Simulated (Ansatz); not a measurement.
One crystal and one scan (energy over volume and axial ratio) at two levels, PBE (plane waves to 420 eV, PAW, scalar-relativistic; Ansatz, a quantum-chemistry and plane-wave program) and r2SCAN (plane waves to 500 eV, PAW, scalar-relativistic; Ansatz), each from its own relaxed cell and on its own mesh. The cell shown is that of PBE.

La₂O₃ (A-La2O3 type, space group P-3m1)

```xyz
5
Lattice="3.9404 0.0000 0.0000 -1.9702 3.4125 0.0000 0.0000 0.0000 6.1883" Properties=species:S:1:pos:R:3 pbc="T T T"
La     0.0000     2.2750     1.5309
La     1.9702     1.1375     4.6574
O      0.0000     0.0000     0.0000
O      0.0000     2.2750     3.9933
O      1.9702     1.1375     2.1950
```

Two coordinates are scanned: the volume, and the ratio of the stretch along z (the conventional c axis) to the stretch across it. Atoms keep their fractional coordinates.

E stands for the smeared free energy. La2O3 is run without spin polarisation. La2O3 was relaxed with its symmetry unable to fall. The PAW data are Ansatz's earlier set. As the atoms are clamped, bonds stretch with the cell, which overstates energies and stresses. Percentages come from the unrounded values. Both scans cover V/V₀ from 0.920 to 1.080 and (c/a)/(c/a)₀ from 0.920 to 1.080.

Results of PBE:

```
Item                                                                                          Value
--------------------------------------------------------------------------------------------  -----
Lattice constant a (Å)                                                                        3.940
Lattice constant c (Å)                                                                        6.188
Relaxed volume (Å³/atom)                                                                      16.64
Modulus against c/a change at fixed volume, (3/4V)·∂²E/∂(ln c/a)² (fit, atoms clamped) (GPa)     47
```

**Question.** What does r2SCAN give for the same quantities?

**Answer.** 
| quantity | r2SCAN | PBE − r2SCAN |
|---|---|---|
| Lattice constant a (Å) | 3.935 | +0.005 (+0.1 %) |
| Lattice constant c (Å) | 6.126 | +0.062 (+1.0 %) |
| Relaxed volume (Å³/atom) | 16.43 | +0.21 (+1.3 %) |
| Modulus against c/a change at fixed volume, (3/4V)·∂²E/∂(ln c/a)² (fit, atoms clamped) (GPa) | 49 | -2 (-5 %) |

PBE gives the higher value for: lattice constant c; relaxed volume. They agree on: lattice constant a (within 0.2 %).

(Under strain, the slope of the energy per volume gives the stress and its curvature an elastic modulus.)
